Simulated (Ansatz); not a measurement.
Run on Na (bcc type): DFT, PBE, all-electron LAPW, scalar-relativistic (Ansatz 0.2.0).

The cell comes from a relaxation on PAW files under the same functional.

Command: `ansatz run input.yaml --threads 1 --pin off --max-ram 2048MiB --backend cpu --events-out ev --progress --plain --runs-dir out` It took 4.1 s on 1 thread of Intel(R) Xeon(R) Platinum 8259CL CPU @ 2.50GHz (Skylake/Cascade Lake) (shared host), peak memory 0.25 GiB.

```yaml
crystal:
  lattice:
    - [-2.0985628867, 2.0985628867, 2.0985628867]
    - [2.0985628867, -2.0985628867, 2.0985628867]
    - [2.0985628867, 2.0985628867, -2.0985628867]
  atoms:
    - { symbol: Na, position: [0.0, 0.0, 0.0] }
kpoints:
  mp_grid: { grid: [13, 13, 13] }
  band_path:
    path:
      - [0.0, 0.0, 0.0]
      - [0.5, -0.5, 0.5]
      - [0.0, 0.0, 0.5]
      - [0.0, 0.0, 0.0]
      - [0.25, 0.25, 0.25]
      - [0.5, -0.5, 0.5]
      - [0.25, 0.25, 0.25]
      - [0.0, 0.0, 0.5]
    npoints: 14
scf:
  occupations: { method: fermi_dirac, width: 0.05 }
hamiltonian:
  xc: pbe
  pseudopotentials: { kind: all_electron, lapw: { basis_error: 0.001 } }
output:
  forces: true
  stress: true
  eigenvalues: true
  populations: true
  dos: { projected: true, de: 0.2, e_range: [-14, 8] }
```

Output:

```
Na: projections on atomic orbitals take those of the free atom 1s2 2s2 2p6 3s1, of charge +0.00 (hamiltonian.pseudopotentials.projection_atoms)
LAPW: plane waves up to 4.571 Å⁻¹, error target 1.0e-3 eV per atom; small_component_spin mean_spin; Na in spheres of 1.817 Å, 9 of its electrons in bands, Dirac shells [] (how accurate: hamiltonian.pseudopotentials.lapw.basis_error, Limitations)
Engine: ansatz 0.2.0
Pseudopotentials: kind: all_electron
Pseudopotential: Na, LAPW, valence charge 9, lapw/all_electron/scalar/gaussian/Na, Koelling and Harmon's equation, gaussian nucleus
Functional definition: PBE
  parameter kappa = 0.804
  parameter beta = 0.06672455060314922
  exchange = pbe_x(kappa = kappa, mu = beta*pi^2/3)
  correlation = pbe_c(beta = beta)
Crystal: 1 atoms, lattice volume = 36.968 Å³
Basis set: ecut = 79.62114233510421 eV, 55 PW (Γ), exchange–correlation at level 2
Bands: 9, of which v1, the nominal top of the filled ones, is band 5 counted from 1 (4 counted from 0)
Symmetry: 48 space group operations
Space group: Im-3m (ITA 229), of the structure as read, at distance tolerance 3.3e-5 Å
k-points: 84 of 2197
Non-local potential: Na, projectors of the file, none
Initial density: superposition of atomic densities (chi_scale 0.1, normalization cell)
Initial wavefunctions: plane waves of lowest kinetic energy (no species holds an atomic orbital)
Functional: x = pbe(κ = 0.804, μ = 0.2195149727645171), c = pbe(β = 0.06672455060314922)
iter 1 solved again at ethr=2.21e-5 eV; its pass at ethr=1.00e-1 eV (dr2=1.99e-3 eV) is discarded
SCF iter   1: F=—  HF=-4420.074767 eV  |F-HF|=—  |Δ(HF+E_count)|=         —  Δρ=2.06e-3  dr2=1.99e-3  ethr=2.21e-5  ⟨swp⟩=3.9  Hψ=6197  notcnv=0
preconditioner: auto → Kerker (q_TF=auto, 2.156 Å⁻¹)  [metal: Δε(μ)=0.094 eV  Ē_g=7.898 eV  σ=0.050 eV  W_gap=0.42  n_scr=12 (ndim 8)  ℏωp=6.1 eV  f_vac=0.000  D(μ)=0.56/eV (n_scr^D=0)]
SCF iter   2: F=—  HF=-4420.074004 eV  |F-HF|=—  |Δ(HF+E_count)|=   7.63e-4  Δρ=1.40e-3  dr2=1.03e-3  ethr=2.21e-5  ⟨swp⟩=2.0  Hψ=2176  notcnv=0
SCF iter   3: F=—  HF=-4420.074142 eV  |F-HF|=—  |Δ(HF+E_count)|=   1.38e-4  Δρ=5.68e-4  dr2=2.11e-4  ethr=1.14e-5  ⟨swp⟩=2.0  Hψ=2176  notcnv=0
SCF iter   4: F=—  HF=-4420.074144 eV  |F-HF|=—  |Δ(HF+E_count)|=   2.85e-6  Δρ=3.32e-4  dr2=7.75e-5  ethr=2.35e-6  ⟨swp⟩=2.0  Hψ=2176  notcnv=0
iter 5 solved again at ethr=1.19e-8 eV; its pass at ethr=8.61e-7 eV (dr2=1.07e-6 eV) is discarded
SCF iter   5: F=—  HF=-4420.074195 eV  |F-HF|=—  |Δ(HF+E_count)|=   5.09e-5  Δρ=4.30e-5  dr2=1.07e-6  ethr=1.19e-8  ⟨swp⟩=2.0  Hψ=3681  notcnv=0
SCF iter   6: F=-4420.074196 eV  HF=-4420.074195 eV  |F-HF|=1.91e-8  |Δ(HF+E_count)|=   1.05e-7  Δρ=1.04e-5  dr2=3.85e-8  ethr=1.19e-8  ⟨swp⟩=2.0  Hψ=2176  notcnv=0
SCF 1 converged in 6 iterations: F = -4420.074196 eV  dr2 = 3.85e-8
NSCF: frozen V_eff on 99 k-points
SCF converged after 6 iterations
Free energy (F): -4420.074196 eV
Harris-Foulkes:  -4420.074195 eV  (|F-HF|=1.91e-8)
Internal energy: -4420.069739 eV  (E = F + TS)
E sigma→0 (E₀):  -4420.071967 eV
Entropy (-TS):   -0.004456 eV (-4.456 meV/atom)
Fermi energy:    1.636367 eV
--- Per-component energies (eV) ---
  E_band       = -242.349158
  E_kinetic    = 4423.006836
  E_xc         = -390.703379
  E_electrostatic = -8452.373195  (all electrons and nuclei)
  E_smearing   = -0.004456  (= −TS)
  E_closure    = 0.000000  (closes the sum)
  E_atoms      = -4418.770368  (free atoms, spherical and without spin; not in F)
  Σ components = -4420.074196   (vs F -4420.074196, Δ=0.00e0)
  Basis errors (estimates in eV, not in F): energy 2.8e-4 per atom: plane waves 2.8e-4 (1.4e-4 summed), levels above the bands 4.5e-71, relativity 5.7e-9, radial functions 3.5e-6, core shells 1.7e-17; eigenvalues (radial functions only) 4.6e-3; not estimated: angular momenta, meshes, grids; target (lapw.basis_error) 1.0e-3; muffin-tin radii Na 1.817 Å
--- Forces (eV/Å), atoms counted from 1 ---
  atom   1  Na    -0.00000000     0.00000000     0.00000000
  max |Σ_I F_I| component: 1.95e-32 eV/Å
--- Stress (GPa, compression-positive) ---
        0.012435       0.000000       0.000000
        0.000000       0.012435       0.000000
        0.000000       0.000000       0.012435
  P = ⅓ Tr σ = 0.0124 GPa (0.124 kbar)
--- Band table (eV; the first three rows and the last of 84) ---
  k-point 0: bands = ["-51.3941", "-23.2987", "-23.2987", "-23.2987", "-1.6759", "13.3545", "13.3545", "13.3545", "14.3554"]
  k-point 1: bands = ["-51.3940", "-23.3008", "-23.2994", "-23.2987", "-1.5716", "12.0204", "12.7096", "12.9592", "13.5600"]
  k-point 2: bands = ["-51.3937", "-23.3066", "-23.3014", "-23.2987", "-1.2599", "10.0047", "11.8010", "12.3000", "12.6816"]
  k-point 83: bands = ["-51.3905", "-23.3247", "-23.3244", "-23.3244", "5.2846", "6.1793", "6.5546", "6.5546", "7.2389"]
--- Löwdin populations: 1 site ---
  site symbol       q [e]
     0     Na     10.9573
  spilling = 0.003884 (of n_electrons = 11.000000)
```

populations.tsv:

```
# site	symbol	l	j	q
# orbitals = lowdin
# n_electrons = 11.000000
# spilling = 0.003884
# projection_atom_Na: 1s2 2s2 2p6 3s1
0	Na	0_1S	-	1.999959
0	Na	0_2S	-	1.995407
0	Na	0_3S	-	0.962593
0	Na	1_2P	-	5.999314
```

Next run (volume at 0.88 of the series' base cell), as changes to the input before:

```diff
   lattice:
-    - [-2.0985628867, 2.0985628867, 2.0985628867]
-    - [2.0985628867, -2.0985628867, 2.0985628867]
-    - [2.0985628867, 2.0985628867, -2.0985628867]
+    - [-2.0110191773, 2.0110191773, 2.0110191773]
+    - [2.0110191773, -2.0110191773, 2.0110191773]
+    - [2.0110191773, 2.0110191773, -2.0110191773]
   atoms:
   mp_grid: { grid: [13, 13, 13] }
-  band_path:
-    path:
-      - [0.0, 0.0, 0.0]
-      - [0.5, -0.5, 0.5]
-      - [0.0, 0.0, 0.5]
-      - [0.0, 0.0, 0.0]
-      - [0.25, 0.25, 0.25]
-      - [0.5, -0.5, 0.5]
-      - [0.25, 0.25, 0.25]
-      - [0.0, 0.0, 0.5]
-    npoints: 14
 scf:
   populations: true
-  dos: { projected: true, de: 0.2, e_range: [-14, 8] }
```

Results part of the output:

```
SCF 1 converged in 5 iterations: F = -4420.058079 eV  dr2 = 3.66e-10
SCF converged after 5 iterations
Free energy (F): -4420.058079 eV
Harris-Foulkes:  -4420.058079 eV  (|F-HF|=1.53e-9)
Internal energy: -4420.053865 eV  (E = F + TS)
E sigma→0 (E₀):  -4420.055972 eV
Entropy (-TS):   -0.004215 eV (-4.215 meV/atom)
Fermi energy:    2.211035 eV
--- Per-component energies (eV) ---
  E_band       = -236.717505
  E_kinetic    = 4423.735351
  E_xc         = -390.940588
  E_electrostatic = -8452.848628  (all electrons and nuclei)
  E_smearing   = -0.004215  (= −TS)
  E_closure    = 0.000000  (closes the sum)
  E_atoms      = -4418.770368  (free atoms, spherical and without spin; not in F)
  Σ components = -4420.058079   (vs F -4420.058079, Δ=0.00e0)
  Basis errors (estimates in eV, not in F): energy 2.7e-4 per atom: plane waves 2.6e-4 (1.4e-4 summed), levels above the bands 1.3e-80, relativity 1.2e-9, radial functions 3.5e-6, core shells 6.2e-17; eigenvalues (radial functions only) 1.9e-4; not estimated: angular momenta, meshes, grids; target (lapw.basis_error) 1.0e-3; muffin-tin radii Na 1.742 Å
--- Forces (eV/Å), atoms counted from 1 ---
  atom   1  Na    -0.00000000     0.00000000     0.00000000
  max |Σ_I F_I| component: 2.16e-32 eV/Å
--- Stress (GPa, compression-positive) ---
        1.273727       0.000000      -0.000000
        0.000000       1.273727      -0.000000
       -0.000000      -0.000000       1.273727
  P = ⅓ Tr σ = 1.2737 GPa (12.737 kbar)
--- Band table (eV; the first three rows and the last of 84) ---
  k-point 0: bands = ["-50.7477", "-22.6451", "-22.6451", "-22.6451", "-1.3870", "14.7768", "14.7768", "14.7768", "15.8552"]
  k-point 1: bands = ["-50.7475", "-22.6484", "-22.6462", "-22.6451", "-1.2729", "13.3725", "14.0746", "14.4310", "15.0432"]
  k-point 2: bands = ["-50.7469", "-22.6574", "-22.6491", "-22.6451", "-0.9321", "11.2136", "13.0854", "13.8003", "14.1214"]
  k-point 83: bands = ["-50.7412", "-22.6851", "-22.6846", "-22.6846", "6.0932", "6.9581", "7.5864", "7.5864", "8.2519"]
--- Löwdin populations: 1 site ---
  site symbol       q [e]
     0     Na     10.9609
  spilling = 0.003552 (of n_electrons = 11.000000)
```

Next run (volume at 0.78 of the series' base cell), as changes to the input before:

```diff
   lattice:
-    - [-2.0110191773, 2.0110191773, 2.0110191773]
-    - [2.0110191773, -2.0110191773, 2.0110191773]
-    - [2.0110191773, 2.0110191773, -2.0110191773]
+    - [-1.931761571, 1.931761571, 1.931761571]
+    - [1.931761571, -1.931761571, 1.931761571]
+    - [1.931761571, 1.931761571, -1.931761571]
   atoms:
```

Results part of the output:

```
SCF 1 converged in 5 iterations: F = -4420.009732 eV  dr2 = 2.77e-10
SCF converged after 5 iterations
Free energy (F): -4420.009732 eV
Harris-Foulkes:  -4420.009732 eV  (|F-HF|=1.56e-9)
Internal energy: -4420.005717 eV  (E = F + TS)
E sigma→0 (E₀):  -4420.007725 eV
Entropy (-TS):   -0.004015 eV (-4.015 meV/atom)
Fermi energy:    2.831237 eV
--- Per-component energies (eV) ---
  E_band       = -230.951761
  E_kinetic    = 4424.547834
  E_xc         = -391.183718
  E_electrostatic = -8453.369833  (all electrons and nuclei)
  E_smearing   = -0.004015  (= −TS)
  E_closure    = 0.000000  (closes the sum)
  E_atoms      = -4418.770368  (free atoms, spherical and without spin; not in F)
  Σ components = -4420.009732   (vs F -4420.009732, Δ=0.00e0)
  Basis errors (estimates in eV, not in F): energy 2.6e-4 per atom: plane waves 2.6e-4 (1.4e-4 summed), levels above the bands 1.1e-90, relativity 1.9e-9, radial functions 1.7e-6, core shells 9.5e-17; eigenvalues (radial functions only) 1.9e-4; not estimated: angular momenta, meshes, grids; target (lapw.basis_error) 1.0e-3; muffin-tin radii Na 1.673 Å
--- Forces (eV/Å), atoms counted from 1 ---
  atom   1  Na    -0.00000000     0.00000000     0.00000000
  max |Σ_I F_I| component: 3.39e-32 eV/Å
--- Stress (GPa, compression-positive) ---
        3.076505       0.000000       0.000000
        0.000000       3.076505       0.000000
        0.000000       0.000000       3.076505
  P = ⅓ Tr σ = 3.0765 GPa (30.765 kbar)
--- Band table (eV; the first three rows and the last of 84) ---
  k-point 0: bands = ["-50.0909", "-21.9773", "-21.9773", "-21.9773", "-1.0583", "16.2400", "16.2400", "16.2400", "17.4004"]
  k-point 1: bands = ["-50.0905", "-21.9822", "-21.9788", "-21.9772", "-0.9338", "14.7619", "15.4805", "15.9384", "16.5636"]
  k-point 2: bands = ["-50.0895", "-21.9958", "-21.9831", "-21.9773", "-0.5629", "12.4597", "14.4092", "15.3470", "15.6008"]
  k-point 83: bands = ["-50.0794", "-22.0363", "-22.0354", "-22.0354", "6.9315", "7.7661", "8.6792", "8.6792", "9.3213"]
--- Löwdin populations: 1 site ---
  site symbol       q [e]
     0     Na     10.9644
  spilling = 0.003235 (of n_electrons = 11.000000)
```

Next run (volume at 0.68 of the series' base cell), as changes to the input before:

```diff
   lattice:
-    - [-1.931761571, 1.931761571, 1.931761571]
-    - [1.931761571, -1.931761571, 1.931761571]
-    - [1.931761571, 1.931761571, -1.931761571]
+    - [-1.8454047138, 1.8454047138, 1.8454047138]
+    - [1.8454047138, -1.8454047138, 1.8454047138]
+    - [1.8454047138, 1.8454047138, -1.8454047138]
   atoms:
   mp_grid: { grid: [13, 13, 13] }
+  band_path:
+    path:
+      - [0.0, 0.0, 0.0]
+      - [0.5, -0.5, 0.5]
+      - [0.0, 0.0, 0.5]
+      - [0.0, 0.0, 0.0]
+      - [0.25, 0.25, 0.25]
+      - [0.5, -0.5, 0.5]
+      - [0.25, 0.25, 0.25]
+      - [0.0, 0.0, 0.5]
+    npoints: 8
 scf:
   populations: true
+  dos: { projected: true, de: 0.2, e_range: [-14, 8] }
```

Command: `ansatz run input.yaml --threads 1 --pin off --max-ram 2048MiB --backend cpu --events-out ev --progress --plain --runs-dir out` It took 3.9 s on 1 thread of Intel(R) Xeon(R) Platinum 8259CL CPU @ 2.50GHz (Skylake/Cascade Lake), with other jobs on the host, peak memory 0.26 GiB.

Results part of the output:

```
SCF 1 converged in 5 iterations: F = -4419.906614 eV  dr2 = 2.56e-10
NSCF: frozen V_eff on 57 k-points
SCF converged after 5 iterations
Free energy (F): -4419.906614 eV
Harris-Foulkes:  -4419.906614 eV  (|F-HF|=1.90e-9)
Internal energy: -4419.902793 eV  (E = F + TS)
E sigma→0 (E₀):  -4419.904703 eV
Entropy (-TS):   -0.003821 eV (-3.821 meV/atom)
Fermi energy:    3.642971 eV
--- Per-component energies (eV) ---
  E_band       = -223.805900
  E_kinetic    = 4425.649035
  E_xc         = -391.486159
  E_electrostatic = -8454.065670  (all electrons and nuclei)
  E_smearing   = -0.003821  (= −TS)
  E_closure    = 0.000000  (closes the sum)
  E_atoms      = -4418.770368  (free atoms, spherical and without spin; not in F)
  Σ components = -4419.906614   (vs F -4419.906614, Δ=0.00e0)
  Basis errors (estimates in eV, not in F): energy 2.7e-4 per atom: plane waves 2.7e-4 (1.4e-4 summed), levels above the bands 1.8e-103, relativity 1.3e-9, radial functions 2.0e-6, core shells 1.5e-16; eigenvalues (radial functions only) 2.1e-4; not estimated: angular momenta, meshes, grids; target (lapw.basis_error) 1.0e-3; muffin-tin radii Na 1.598 Å
--- Forces (eV/Å), atoms counted from 1 ---
  atom   1  Na    -0.00000000    -0.00000000     0.00000000
  max |Σ_I F_I| component: 6.98e-32 eV/Å
--- Stress (GPa, compression-positive) ---
        6.151588       0.000000      -0.000000
        0.000000       6.151588      -0.000000
       -0.000000      -0.000000       6.151588
  P = ⅓ Tr σ = 6.1516 GPa (61.516 kbar)
--- Band table (eV; the first three rows and the last of 84) ---
  k-point 0: bands = ["-49.2841", "-21.1505", "-21.1505", "-21.1505", "-0.6057", "18.0586", "18.0586", "18.0586", "19.3250"]
  k-point 1: bands = ["-49.2834", "-21.1582", "-21.1528", "-21.1505", "-0.4682", "16.4888", "17.2301", "17.8053", "18.4518"]
  k-point 2: bands = ["-49.2815", "-21.1796", "-21.1593", "-21.1506", "-0.0591", "14.0129", "16.0580", "17.2730", "17.4402"]
  k-point 83: bands = ["-49.2632", "-21.2406", "-21.2391", "-21.2391", "7.9819", "8.7792", "10.0803", "10.0803", "10.6908"]
--- Löwdin populations: 1 site ---
  site symbol       q [e]
     0     Na     10.9684
  spilling = 0.002872 (of n_electrons = 11.000000)
```

Next run (volume at 0.58 of the series' base cell), as changes to the input before:

```diff
   lattice:
-    - [-1.8454047138, 1.8454047138, 1.8454047138]
-    - [1.8454047138, -1.8454047138, 1.8454047138]
-    - [1.8454047138, 1.8454047138, -1.8454047138]
+    - [-1.7501072043, 1.7501072043, 1.7501072043]
+    - [1.7501072043, -1.7501072043, 1.7501072043]
+    - [1.7501072043, 1.7501072043, -1.7501072043]
   atoms:
   mp_grid: { grid: [13, 13, 13] }
-  band_path:
-    path:
-      - [0.0, 0.0, 0.0]
-      - [0.5, -0.5, 0.5]
-      - [0.0, 0.0, 0.5]
-      - [0.0, 0.0, 0.0]
-      - [0.25, 0.25, 0.25]
-      - [0.5, -0.5, 0.5]
-      - [0.25, 0.25, 0.25]
-      - [0.0, 0.0, 0.5]
-    npoints: 8
 scf:
   populations: true
-  dos: { projected: true, de: 0.2, e_range: [-14, 8] }
```

Command: `ansatz run input.yaml --threads 1 --pin off --max-ram 2048MiB --backend cpu --events-out ev --progress --plain --runs-dir out` It took 6.3 s on 1 thread of Intel(R) Xeon(R) Platinum 8259CL CPU @ 2.50GHz (Skylake/Cascade Lake), on a shared host, peak memory 0.26 GiB.

Results part of the output:

```
SCF 1 converged in 5 iterations: F = -4419.707330 eV  dr2 = 2.85e-10
SCF converged after 5 iterations
Free energy (F): -4419.707330 eV
Harris-Foulkes:  -4419.707330 eV  (|F-HF|=2.55e-9)
Internal energy: -4419.703696 eV  (E = F + TS)
E sigma→0 (E₀):  -4419.705513 eV
Entropy (-TS):   -0.003634 eV (-3.634 meV/atom)
Fermi energy:    4.749668 eV
--- Per-component energies (eV) ---
  E_band       = -214.646156
  E_kinetic    = 4427.211768
  E_xc         = -391.876770
  E_electrostatic = -8455.038694  (all electrons and nuclei)
  E_smearing   = -0.003634  (= −TS)
  E_closure    = 0.000000  (closes the sum)
  E_atoms      = -4418.770368  (free atoms, spherical and without spin; not in F)
  Σ components = -4419.707330   (vs F -4419.707330, Δ=0.00e0)
  Basis errors (estimates in eV, not in F): energy 2.5e-4 per atom: plane waves 2.5e-4 (1.3e-4 summed), levels above the bands 2.9e-120, relativity 2.4e-9, radial functions 2.4e-6, core shells 3.4e-16; eigenvalues (radial functions only) 2.2e-4; not estimated: angular momenta, meshes, grids; target (lapw.basis_error) 1.0e-3; muffin-tin radii Na 1.516 Å
--- Forces (eV/Å), atoms counted from 1 ---
  atom   1  Na    -0.00000000     0.00000000     0.00000000
  max |Σ_I F_I| component: 7.81e-32 eV/Å
--- Stress (GPa, compression-positive) ---
       11.697181      -0.000000       0.000000
       -0.000000      11.697181       0.000000
        0.000000       0.000000      11.697181
  P = ⅓ Tr σ = 11.6972 GPa (116.972 kbar)
--- Band table (eV; the first three rows and the last of 84) ---
  k-point 0: bands = ["-48.2627", "-20.0907", "-20.0907", "-20.0907", "0.0451", "20.3913", "20.3913", "20.3913", "21.8000"]
  k-point 1: bands = ["-48.2613", "-20.1035", "-20.0944", "-20.0908", "0.1999", "18.7062", "19.4777", "20.1929", "20.8757"]
  k-point 2: bands = ["-48.2575", "-20.1387", "-20.1047", "-20.0911", "0.6592", "16.0132", "18.1781", "19.7478", "19.8035"]
  k-point 83: bands = ["-48.2221", "-20.2343", "-20.2317", "-20.2317", "9.3404", "10.0913", "11.9439", "11.9439", "12.5130"]
--- Löwdin populations: 1 site ---
  site symbol       q [e]
     0     Na     10.9730
  spilling = 0.002458 (of n_electrons = 11.000000)
```

Next run (volume at 0.5 of the series' base cell), as changes to the input before:

```diff
   lattice:
-    - [-1.7501072043, 1.7501072043, 1.7501072043]
-    - [1.7501072043, -1.7501072043, 1.7501072043]
-    - [1.7501072043, 1.7501072043, -1.7501072043]
+    - [-1.665630467, 1.665630467, 1.665630467]
+    - [1.665630467, -1.665630467, 1.665630467]
+    - [1.665630467, 1.665630467, -1.665630467]
   atoms:
```

Command: `ansatz run input.yaml --threads 1 --pin off --max-ram 2048MiB --backend cpu --events-out ev --progress --plain --runs-dir out` It took 6.3 s on 1 thread of Intel(R) Xeon(R) Platinum 8259CL CPU @ 2.50GHz (Skylake/Cascade Lake), with other jobs on the host, peak memory 0.26 GiB.

Results part of the output:

```
SCF 1 converged in 5 iterations: F = -4419.424516 eV  dr2 = 3.65e-10
SCF converged after 5 iterations
Free energy (F): -4419.424516 eV
Harris-Foulkes:  -4419.424516 eV  (|F-HF|=3.51e-9)
Internal energy: -4419.421024 eV  (E = F + TS)
E sigma→0 (E₀):  -4419.422770 eV
Entropy (-TS):   -0.003491 eV (-3.491 meV/atom)
Fermi energy:    5.971659 eV
--- Per-component energies (eV) ---
  E_band       = -205.140061
  E_kinetic    = 4429.011266
  E_xc         = -392.286979
  E_electrostatic = -8456.145311  (all electrons and nuclei)
  E_smearing   = -0.003491  (= −TS)
  E_closure    = 0.000000  (closes the sum)
  E_atoms      = -4418.770368  (free atoms, spherical and without spin; not in F)
  Σ components = -4419.424516   (vs F -4419.424516, Δ=0.00e0)
  Basis errors (estimates in eV, not in F): energy 2.5e-4 per atom: plane waves 2.5e-4 (1.3e-4 summed), levels above the bands 5.3e-138, relativity 6.6e-9, radial functions 2.8e-6, core shells 1.3e-15; eigenvalues (radial functions only) 2.4e-4; not estimated: angular momenta, meshes, grids; target (lapw.basis_error) 1.0e-3; muffin-tin radii Na 1.442 Å
--- Forces (eV/Å), atoms counted from 1 ---
  atom   1  Na    -0.00000000     0.00000000     0.00000000
  max |Σ_I F_I| component: 1.31e-31 eV/Å
--- Stress (GPa, compression-positive) ---
       19.702011       0.000000      -0.000000
        0.000000      19.702011       0.000000
       -0.000000       0.000000      19.702011
  P = ⅓ Tr σ = 19.7020 GPa (197.020 kbar)
--- Band table (eV; the first three rows and the last of 84) ---
  k-point 0: bands = ["-47.2192", "-18.9893", "-18.9893", "-18.9893", "0.8017", "22.8063", "22.8063", "22.8063", "24.3694"]
  k-point 1: bands = ["-47.2167", "-19.0093", "-18.9948", "-18.9895", "0.9750", "21.0055", "21.8078", "22.6594", "23.3904"]
  k-point 2: bands = ["-47.2097", "-19.0640", "-19.0102", "-18.9901", "1.4878", "18.0935", "20.3780", "22.2563", "22.3133"]
  k-point 83: bands = ["-47.1460", "-19.2058", "-19.2015", "-19.2015", "10.7578", "11.4623", "13.9475", "13.9475", "14.4752"]
--- Löwdin populations: 1 site ---
  site symbol       q [e]
     0     Na     10.9771
  spilling = 0.002084 (of n_electrons = 11.000000)
```
